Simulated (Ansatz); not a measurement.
Al (fcc (Cu type), Fm-3m) at seven volumes, LDA (plane waves, PAW; program Ansatz), scaled uniformly. One row is withheld.

| V (Å³/atom) | P (GPa) |
|---|---|
| 14.381 | ? |
| 14.855 | 5.89 |
| 15.329 | 2.69 |
| 15.803 | 0.00 |
| 16.277 | -2.27 |
| 16.751 | -4.23 |
| 17.225 | -5.91 |

**Question.** Fit the shown pressures and predict the withheld one.

**Answer.** P = (3/2)B₀(x^(7/2) − x^(5/2))[1 + (3/4)(B′ − 4)(x − 1)] with x = (V₀/V)^(2/3). Least squares on the six rows gives V₀ = 15.804 Å³/atom, B₀ = 82.8 GPa, B′ = 4.40. At V = 14.381, x = 1.0649 and P = 9.62 GPa. The run itself gave 9.70 GPa.

The LDA relaxation kept the symmetry of its start.

Potentials: the later of the program's two PAW sets.
